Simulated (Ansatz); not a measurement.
Property card for MoP

MoP:
```
MoP
1.0
    3.19145     0.00000     0.00000
   -1.59572     2.76388     0.00000
    0.00000     0.00000     3.15680
Mo P
1 1
Cartesian
  0.00000   0.00000   0.00000
  0.00000   1.84258   1.57840
```

Space group P-6m2 (No. 187); conventional cell a = 3.1914 Å, b = 3.1914 Å, c = 3.1568 Å, α = 90.00°, β = 90.00°, γ = 120.00°.

Method: DFT-LDA in the program Ansatz with PAW potentials. Structure relaxed to zero pressure with the same functional. Other levels are named where they apply.

Cell and energy:

```json
{
  "volume_per_atom": "13.92 Å³",
  "density": "7.57 g/cm³",
  "Formation energy from the elements (no fitted shifts)": "-0.78 eV/atom"
}
```

Electronic structure:

```json
{
 "electronic_character": "metallic (no gap)",
 "Density of states at the Fermi level": "0.37 states/eV per atom (mean over ±0.08 eV)"
}
```

Mechanics:

```json
{
 "Bulk modulus (Birch–Murnaghan fit)": "241 GPa",
 "Pressure derivative B′": "4.3",
 "Elastic constants (relaxed ions, GPa)": "C11 = 377, C12 = 138, C13 = 174, C33 = 533, C44 = 190",
 "mechanical_stability": "stable (all eigenvalues of C positive)",
 "hill_bulk_and_shear_moduli": "246 and 149 GPa",
 "Young's modulus": "373 GPa",
 "Poisson's ratio": "0.25",
 "debye_temperature_from_the_elastic_constants": "610 K"
}
```

Phonons:

```json
{
  "highest_zone_centre_frequency": "414 cm^-1",
  "zone_centre_stability": "no imaginary mode at Γ"
}
```

The cell was relaxed with LDA under the symmetry of its start. No spin polarisation was allowed. As this level gives no gap, shear constants depend on the k-mesh and smearing (Fermi–Dirac, 0.1 eV here). As this level gives no gap, phonon frequencies hold no LO–TO term and depend on the k-mesh and smearing (Fermi–Dirac, 0.1 eV here). The references are the lowest solids computed at this level, not always the standard phases. Spin–orbit coupling is left out wherever it is not named.

Potentials: the earlier of the program's two PAW sets. The files were generated under PBE; for other functionals the program regenerates the frozen cores, and for LDA and PBEsol the local potential too.
